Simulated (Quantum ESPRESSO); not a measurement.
## TaHf2TiO7N (finding a planted mistake in a log)

Computed values, not a measurement. The program is pw.x of Quantum ESPRESSO 7.5 (plane-wave density functional theory). The cell is made up: 12 atoms on a fluorite lattice, with randomly drawn elements, strain and displacements, not relaxed. PseudoDojo standard norm-conserving files (v0.5 for PBE, v0.4.1 for LDA and PBEsol) set the functional; there is no spin polarisation, spin-orbit coupling or dispersion term, and the masses in the input are unused placeholders.

The hafnium pseudopotential is less sure than the others, with forces about 3 percent (worst 6) and pressure in oxides about 1.5 GPa (worst 2.7) from a second method in checks, which no rerun with the same files tests.

Intended input:

```
&control calculation='scf', pseudo_dir='./dojo.nc.sr.pbe.v0_5.standard.upf', outdir='./o', disk_io='low', tprnfor=.true., tstress=.true. /
&system ibrav=0, nat=12, ntyp=5, nbnd=54, ecutwfc=84.00895049, nosym=.true., tot_charge=0,
 occupations='smearing', smearing='fd', degauss=0.0018374661
/
&electrons conv_thr=7.350e-09, electron_maxstep=60, /
ATOMIC_SPECIES
Hf 1.0 Hf.upf
N 1.0 N.upf
O 1.0 O.upf
Ta 1.0 Ta.upf
Ti 1.0 Ti.upf
CELL_PARAMETERS angstrom
4.9927 0.0 0.0
0.0 4.9927 0.0
0.0 0.0 4.9927
ATOMIC_POSITIONS angstrom
Ta -0.0503 0.0584 -0.0662
Hf 0.0651 2.509 2.5124
Hf 2.4764 0.0514 2.4979
Ti 2.4827 2.604 0.0214
O 1.181 1.227 1.2104
O 1.2114 1.2794 3.7329
O 1.2012 3.7635 1.2487
O 1.2719 3.7666 3.7945
O 3.7331 1.2644 1.2485
O 3.7846 1.2063 3.7571
O 3.7256 3.6921 1.2904
N 3.6676 3.7793 3.6589
K_POINTS automatic
5 5 5 1 1 1
```

The log is shortened where brackets say so; the opening notice, blank lines, dates and the lines on written files are dropped, and the path of the files is cut. It prints rydbergs, bohrs and kilobars, and counts compression as positive stress. Where no state is partly filled, the Fermi energy that it prints is only some level between the filled and the empty states on the mesh, and need not lie in the true gap.

Log of the intended run:

```
     Program PWSCF v.7.5
     Parallel version (MPI & OpenMP), running on       4 processor cores
     Number of MPI processes:                 4
     Threads/MPI process:                     1
     [start-up lines left out]
     bravais-lattice index     =            0
     lattice parameter (alat)  =       9.4348  a.u.
     unit-cell volume          =     839.8525 (a.u.)^3
     number of atoms/cell      =           12
     number of atomic types    =            5
     number of electrons       =        96.00
     number of Kohn-Sham states=           54
     kinetic-energy cutoff     =      84.0090  Ry
     charge density cutoff     =     336.0358  Ry
     scf convergence threshold =      7.3E-09
     mixing beta               =       0.7000
     number of iterations used =            8  plain     mixing
     Exchange-correlation= PBE
                           (   1   4   3   4   0   0   0)
     [axes and pseudopotential details left out]
   Cartesian axes
     site n.     atom                  positions (alat units)
         1        Ta     tau(   1) = (  -0.0100747   0.0116971  -0.0132594  )
         2        Hf     tau(   2) = (   0.0130390   0.5025337   0.5032147  )
         3        Hf     tau(   3) = (   0.4960042   0.0102950   0.5003105  )
         4        Ti     tau(   4) = (   0.4972660   0.5215615   0.0042863  )
         5        O      tau(   5) = (   0.2365454   0.2457588   0.2424340  )
         6        O      tau(   6) = (   0.2426342   0.2562541   0.7476716  )
         7        O      tau(   7) = (   0.2405913   0.7538005   0.2501052  )
         8        O      tau(   8) = (   0.2547519   0.7544215   0.7600096  )
         9        O      tau(   9) = (   0.7477117   0.2532497   0.2500651  )
        10        O      tau(  10) = (   0.7580267   0.2416128   0.7525187  )
        11        O      tau(  11) = (   0.7462095   0.7394997   0.2584573  )
        12        N      tau(  12) = (   0.7345925   0.7569652   0.7328500  )
     number of k points=    63  Fermi-Dirac smearing, width (Ry)=  0.0018
                       cart. coord. in units 2pi/alat
        k(    1) = (   0.1000000   0.1000000   0.1000000), wk =   0.0320000
        k(    2) = (   0.1000000   0.1000000   0.3000000), wk =   0.0320000
     [further k points left out]
     Dense  grid:    87391 G-vectors     FFT dimensions: (  60,  60,  60)
     Estimated max dynamical RAM per process >     304.65 MB
     Estimated total dynamical RAM >       1.13 GB
     Initial potential from superposition of free atoms
     starting charge      95.9938, renormalised to      96.0000
     Starting wfcs are   72 randomized atomic wfcs
     total cpu time spent up to now is       17.5 secs
     per-process dynamical memory:   243.9 Mb
     Self-consistent Calculation
     iteration #  1     ecut=    84.01 Ry     beta= 0.70
     Davidson diagonalization with overlap
     ethr =  1.00E-02,  avg # of iterations =  2.0
     total cpu time spent up to now is       42.8 secs
     total energy              =    -725.24526654 Ry
     estimated scf accuracy    <       5.51292228 Ry
     iteration #  2     ecut=    84.01 Ry     beta= 0.70
     Davidson diagonalization with overlap
     ethr =  5.74E-03,  avg # of iterations =  6.2
     total cpu time spent up to now is       84.7 secs
     total energy              =    -720.18630312 Ry
     estimated scf accuracy    <      52.44401652 Ry
     [iterations 3 to 15 left out]
     iteration # 16     ecut=    84.01 Ry     beta= 0.70
     Davidson diagonalization with overlap
     ethr =  1.21E-10,  avg # of iterations =  5.4
     total cpu time spent up to now is      463.4 secs
     total energy              =    -728.10815425 Ry
     estimated scf accuracy    <       0.00000002 Ry
     iteration # 17     ecut=    84.01 Ry     beta= 0.70
     Davidson diagonalization with overlap
     ethr =  2.30E-11,  avg # of iterations =  3.2
     total cpu time spent up to now is      485.4 secs
     End of self-consistent calculation
     [lines on levels left out]
     the Fermi energy is    13.8922 ev
!    total energy              =    -728.10815425 Ry
     estimated scf accuracy    <          3.9E-09 Ry
     smearing contrib. (-TS)   =      -0.00000000 Ry
     internal energy E=F+TS    =    -728.10815425 Ry
     The total energy is F=E-TS. E is the sum of the following terms:
     one-electron contribution =    -122.33552268 Ry
     hartree contribution      =     118.81871647 Ry
     xc contribution           =    -169.23928639 Ry
     ewald contribution        =    -555.35206165 Ry
     convergence has been achieved in  17 iterations
     Forces acting on atoms (cartesian axes, Ry/au):
     atom    1 type  4   force =    -0.05641662   -0.05258809   -0.02004770
     atom    2 type  1   force =    -0.06150541    0.03147771    0.00157605
     atom    3 type  1   force =     0.02904447   -0.03205344   -0.00260956
     atom    4 type  5   force =     0.06334340    0.06486948   -0.02156939
     atom    5 type  3   force =     0.00954480    0.00629860   -0.02895665
     atom    6 type  3   force =     0.02513942   -0.02183895    0.03393648
     atom    7 type  3   force =     0.02179579   -0.00777284   -0.02240578
     atom    8 type  3   force =    -0.04154249    0.01026270    0.02746597
     atom    9 type  3   force =    -0.00842267   -0.02214514   -0.03056127
     atom   10 type  3   force =    -0.01115707    0.03136232    0.02754789
     atom   11 type  3   force =    -0.01297827    0.02932198   -0.08402491
     atom   12 type  2   force =     0.04315466   -0.03719434    0.11964886
     Total force =     0.239907     Total SCF correction =     0.000171
     Computing stress (Cartesian axis) and pressure
          total   stress  (Ry/bohr**3)                   (kbar)     P=       35.26
   0.00026841  -0.00024859   0.00011606           39.48      -36.57       17.07
  -0.00024859   0.00026587  -0.00015694          -36.57       39.11      -23.09
   0.00011606  -0.00015694   0.00018483           17.07      -23.09       27.19
     init_run     :     10.97s CPU     11.31s WALL (       1 calls)
     electrons    :    466.12s CPU    467.92s WALL (       1 calls)
     forces       :      3.31s CPU      3.33s WALL (       1 calls)
     stress       :     13.17s CPU     13.48s WALL (       1 calls)
     [timing details left out]
     PWSCF        :   8m19.87s CPU   8m22.43s WALL
     JOB DONE.
```

A second run was made from an input with one planted mistake. Its log:

```
     Program PWSCF v.7.5
     Parallel version (MPI & OpenMP), running on       4 processor cores
     Number of MPI processes:                 4
     Threads/MPI process:                     1
     [start-up lines left out]
     bravais-lattice index     =            0
     lattice parameter (alat)  =       9.4348  a.u.
     unit-cell volume          =     839.8525 (a.u.)^3
     number of atoms/cell      =           12
     number of atomic types    =            5
     number of electrons       =        96.00
     number of Kohn-Sham states=           72
     kinetic-energy cutoff     =      84.0090  Ry
     charge density cutoff     =     336.0358  Ry
     scf convergence threshold =      7.3E-09
     mixing beta               =       0.7000
     number of iterations used =            8  plain     mixing
     Exchange-correlation= PBE
                           (   1   4   3   4   0   0   0)
     [axes and pseudopotential details left out]
   Cartesian axes
     site n.     atom                  positions (alat units)
         1        Ta     tau(   1) = (  -0.0100747   0.0116971  -0.0132594  )
         2        Hf     tau(   2) = (   0.0130390   0.5025337   0.5032147  )
         3        Hf     tau(   3) = (   0.4960042   0.0102950   0.5003105  )
         4        Ti     tau(   4) = (   0.4972660   0.5215615   0.0042863  )
         5        O      tau(   5) = (   0.2365454   0.2457588   0.2424340  )
         6        O      tau(   6) = (   0.2426342   0.2562541   0.7476716  )
         7        O      tau(   7) = (   0.2405913   0.7538005   0.2501052  )
         8        O      tau(   8) = (   0.2547519   0.7544215   0.7600096  )
         9        O      tau(   9) = (   0.7477117   0.2532497   0.2500651  )
        10        O      tau(  10) = (   0.7580267   0.2416128   0.7525187  )
        11        O      tau(  11) = (   0.7462095   0.7394997   0.2584573  )
        12        N      tau(  12) = (   0.7345925   0.7569652   0.7328500  )
     number of k points=    63  Fermi-Dirac smearing, width (Ry)=  0.0522
                       cart. coord. in units 2pi/alat
        k(    1) = (   0.1000000   0.1000000   0.1000000), wk =   0.0320000
        k(    2) = (   0.1000000   0.1000000   0.3000000), wk =   0.0320000
     [further k points left out]
     Dense  grid:    87391 G-vectors     FFT dimensions: (  60,  60,  60)
     Estimated max dynamical RAM per process >     368.11 MB
     Estimated total dynamical RAM >       1.38 GB
     Initial potential from superposition of free atoms
     starting charge      95.9938, renormalised to      96.0000
     Starting wfcs are   72 randomized atomic wfcs
     total cpu time spent up to now is       11.0 secs
     per-process dynamical memory:   289.4 Mb
     Self-consistent Calculation
     iteration #  1     ecut=    84.01 Ry     beta= 0.70
     Davidson diagonalization with overlap
     ethr =  1.00E-02,  avg # of iterations =  5.5
     total cpu time spent up to now is       41.5 secs
     total energy              =    -725.41717459 Ry
     estimated scf accuracy    <       5.31558725 Ry
     iteration #  2     ecut=    84.01 Ry     beta= 0.70
     Davidson diagonalization with overlap
     ethr =  5.54E-03,  avg # of iterations =  2.1
     total cpu time spent up to now is       71.7 secs
     total energy              =    -720.42468082 Ry
     estimated scf accuracy    <      52.82216471 Ry
     [iterations 3 to 14 left out]
     iteration # 15     ecut=    84.01 Ry     beta= 0.70
     Davidson diagonalization with overlap
     ethr =  3.45E-10,  avg # of iterations =  2.0
     total cpu time spent up to now is      410.8 secs
     total energy              =    -728.22974601 Ry
     estimated scf accuracy    <          8.3E-09 Ry
     iteration # 16     ecut=    84.01 Ry     beta= 0.70
     Davidson diagonalization with overlap
     ethr =  8.64E-12,  avg # of iterations =  2.8
     total cpu time spent up to now is      438.8 secs
     End of self-consistent calculation
     [lines on levels left out]
     the Fermi energy is    13.9034 ev
!    total energy              =    -728.22974601 Ry
     estimated scf accuracy    <          3.5E-09 Ry
     smearing contrib. (-TS)   =      -0.34414883 Ry
     internal energy E=F+TS    =    -727.88559719 Ry
     The total energy is F=E-TS. E is the sum of the following terms:
     one-electron contribution =    -122.44356031 Ry
     hartree contribution      =     119.17981311 Ry
     xc contribution           =    -169.26978834 Ry
     ewald contribution        =    -555.35206165 Ry
     convergence has been achieved in  16 iterations
     Forces acting on atoms (cartesian axes, Ry/au):
     atom    1 type  4   force =    -0.02419522   -0.03825775    0.00621754
     atom    2 type  1   force =    -0.04462405    0.02112282   -0.00931544
     atom    3 type  1   force =     0.01097708   -0.01607054   -0.01626108
     atom    4 type  5   force =     0.02682213    0.01594196   -0.00341730
     atom    5 type  3   force =     0.00997937    0.00725231   -0.02160726
     atom    6 type  3   force =     0.02373822   -0.02094909    0.02719575
     atom    7 type  3   force =     0.01407504   -0.00012146   -0.01161130
     atom    8 type  3   force =    -0.03886838    0.01386797    0.01476487
     atom    9 type  3   force =    -0.00478300   -0.02261882   -0.02201638
     atom   10 type  3   force =    -0.01733711    0.03150278    0.01566726
     atom   11 type  3   force =    -0.00578967    0.03625440   -0.07070098
     atom   12 type  2   force =     0.05000557   -0.02792458    0.09108433
     Total force =     0.177021     Total SCF correction =     0.000200
     Computing stress (Cartesian axis) and pressure
          total   stress  (Ry/bohr**3)                   (kbar)     P=       78.41
   0.00056717  -0.00019938   0.00011825           83.43      -29.33       17.40
  -0.00019938   0.00056800  -0.00016727          -29.33       83.56      -24.61
   0.00011825  -0.00016727   0.00046381           17.40      -24.61       68.23
     init_run     :     10.17s CPU     10.53s WALL (       1 calls)
     electrons    :    418.90s CPU    427.84s WALL (       1 calls)
     forces       :      4.67s CPU      4.71s WALL (       1 calls)
     stress       :     15.24s CPU     15.61s WALL (       1 calls)
     [timing details left out]
     PWSCF        :   7m29.52s CPU   7m39.33s WALL
     JOB DONE.
```

Question: what was wrong in the second input?

Answer: the smearing is too wide. The input lines that differ, file-writing options aside:

```
- &system ibrav=0, nat=12, ntyp=5, nbnd=54, ecutwfc=84.00895049, nosym=.true., tot_charge=0,
+ &system ibrav=0, nat=12, ntyp=5, nbnd=72, ecutwfc=84.00895049, nosym=.true., tot_charge=0,
-  occupations='smearing', smearing='fd', degauss=0.0018374661
+  occupations='smearing', smearing='fd', degauss=0.0521840375
```

```
                                            intended run  run with the mistake
                          free energy (eV)     -9906.416             -9908.070
                    smearing term -TS (eV)        0.0000               -4.6824
                            pressure (GPa)          3.53                  7.84
            largest force component (eV/Å)         3.076                 2.342
largest change of a force component (eV/Å)                               1.258
                                iterations            17                    16
```

For scale, a rerun of the intended cell at a cutoff of 1437 eV and k mesh 7 x 7 x 7 moved values by no more than 0.003 eV in energy, 0.04 GPa in stress and 0.003 eV/Å in force. The number of bands, nbnd, was set by rule from the electron count and the smearing, so it follows the mistake.